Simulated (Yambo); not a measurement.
Material: RhAgO2 (space group R-3m, No. 166); a = b = c = 6.4373 Å, α = β = γ = 27.44° (4 atoms in the cell). Cell and atoms were relaxed with PBEsol from Materials Project entry mp-1018033, within its symmetry.

With PBEsol (pw.x of Quantum ESPRESSO, ONCV potentials, without SOC), the gap between the mesh's edge points (Z → (0.25, -0.5, -0.5)) is 0.763 eV.

Q: Estimate the G0W0 gap between the same points from Yambo (4×4×4 Γ-centred k mesh, bands 9 to 112 and a 8 Ry block in the screening, 112 bands in G with the Bruneval-Gonze terminator, plasmon pole fitted at 27.2 eV).

A: The correction is 0.473 eV, giving 1.235 eV, 1.6 times the PBEsol value. The mesh misses a band edge: along a dense path the PBEsol gap is 0.43 eV against 0.76 eV on the mesh. Convergence of the G0W0 settings was not tested. Spin-orbit splittings are left out.

The structure is a Materials Project entry; no match was found in the copy of COD used, and its stability was not checked.
